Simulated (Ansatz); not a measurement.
# Property card for CoC6

CoC6:
```
CoC6
1.0
    0.00000     3.73886    -2.16980
    0.00000     3.73886     2.16980
    3.44680     0.00000     0.00000
C Co
6 1
Direct
  0.00373   0.99627   0.00000
  0.00674   0.65735   0.00000
  0.34289   0.32564   0.00000
  0.34265   0.99326   0.00000
  0.67436   0.65711   0.00000
  0.67291   0.32709   0.00000
  0.27251   0.72749   0.50000
```
The run is spin-polarised; directions of the spins, atom by atom: 0 0 0 0 0 0 ↑.

Space group Amm2 (No. 38); conventional cell a = 3.4468 Å, b = 7.4777 Å, c = 4.3396 Å, α = β = γ = 90.00°.

Method: plane-wave PAW PBEsol (Ansatz code). Structure relaxed to zero pressure with the same functional. Other levels are named where they apply.

### Cell and energy

```yaml
volume_per_atom: 7.99 Å³
density: 3.89 g/cm³
Formation energy from the elements (no fitted shifts): 0.39 eV/atom
```

### Electronic structure

```yaml
electronic_character: metallic (no gap)
Density of states at the Fermi level: 0.45 states/eV per atom (mean over ±0.08 eV)
```

### Magnetism

```yaml
magnetic_order: ferromagnetic
net_moment: 0.14 μB per atom
```

### Mechanics

```yaml
Bulk modulus (Birch–Murnaghan fit): 179 GPa
Pressure derivative B′: 5.4
```

The start of the workflow was typed in or built on a structure type; neither database checked (COD, Materials Project) lists it. Whether it is the stable phase at ambient conditions was not checked. The cell was relaxed with PBEsol under the symmetry of its start; its stability against distortions is not shown here. The final state is ferromagnetic, the only order run, not a proven ground state. The cell computed holds one magnetic atom, so no antiferromagnetic order was within reach. Its formation energy is positive at this level, so the cell may be metastable or incomplete. The references are the lowest solids computed at this level, not always the standard phases.

Potentials: the earlier of the program's two PAW sets. The files were generated under PBE; for other functionals the program regenerates the frozen cores, and for LDA and PBEsol the local potential too.
